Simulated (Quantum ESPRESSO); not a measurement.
# P2SiN2C2: a curve over one atom's position

Computed values, not a measurement. The program is pw.x of Quantum ESPRESSO 7.5 (plane-wave density functional theory). The cell is made up: 7 atoms on a wurtzite lattice with one site empty, with randomly drawn elements, strain and displacements, not relaxed. PseudoDojo standard norm-conserving files (v0.5 for PBE, v0.4.1 for LDA and PBEsol) set the functional; there is no spin polarisation, spin-orbit coupling or dispersion term, and the masses in the input are unused placeholders. A spin-polarised start on this cell or one of its family kept no moment.

Seven runs move atom 2 (P, counted in the order of the input) along x and keep all else fixed.

Input of the run at -0.0071:

```
&control calculation='scf', pseudo_dir='./dojo.nc.sr.pbe.v0_5.standard.upf', outdir='./o', disk_io='low', tprnfor=.true., tstress=.true. /
&system ibrav=0, nat=7, ntyp=4, nbnd=26, ecutwfc=84.00895049, nosym=.true., tot_charge=0,
 occupations='smearing', smearing='fd', degauss=0.0073498644
/
&electrons conv_thr=7.350e-09, electron_maxstep=60, /
ATOMIC_SPECIES
C 1.0 C.upf
N 1.0 N.upf
P 1.0 P.upf
Si 1.0 Si.upf
CELL_PARAMETERS angstrom
3.0753 -0.0317 -0.0072
-0.0549 5.2244 0.0458
-0.0118 0.0432 4.8967
ATOMIC_POSITIONS angstrom
P 0.0162 0.0654 0.0429
P 1.4491 0.9154 2.4647
Si 0.0303 3.431 2.516
N 0.012 -0.0151 1.8154
C 1.5203 2.6339 1.862
N 1.5114 0.8594 4.3196
C -0.0693 3.5217 4.342
K_POINTS automatic
8 6 6 1 1 1
```

```
shift of atom 2 along x (Å)  free energy less that of the input shown (eV)  Fx on atom 2 (eV/Å)  Fy on atom 2 (eV/Å)  Fz on atom 2 (eV/Å)  pressure (GPa)  iterations
                    -0.1115                                         0.0193                0.574                3.203                0.433           -4.35          15
                    -0.0071                                         0.0000               -0.120                3.020                0.163           -4.91          14
                    +0.0667                                         0.0180               -0.336                2.989                0.103           -5.09          14
                    +0.1085                                         0.0334               -0.396                2.982                0.106           -5.14          14
                    +0.1244                                         0.0398               -0.413                2.980                0.114           -5.15          14
                    +0.1536                                         0.0523               -0.444                2.979                0.137           -5.16          14
```

Question: one run is left out of the table, at -0.0951. Estimate its Fx on atom 2 (eV/Å).

Answer: 0.430. The whole row:

| shift of atom 2 along x (Å) | free energy less that of the input shown (eV) | Fx on atom 2 (eV/Å) | Fy on atom 2 (eV/Å) | Fz on atom 2 (eV/Å) | pressure (GPa) | iterations |
| --- | --- | --- | --- | --- | --- | --- |
| -0.0951 | 0.0110 | 0.430 | 3.156 | 0.373 | -4.47 | 15 |

A cubic fit gives dFx/dx = -3.88 eV/Å² at zero shift. Across the table the free energy follows the integral of the force to within 0.1 meV. A rerun of one of the cells at 1437 eV and a 10 x 8 x 8 mesh moved values by no more than 0.002 eV in energy, 0.14 GPa in stress and 0.020 eV/Å in force.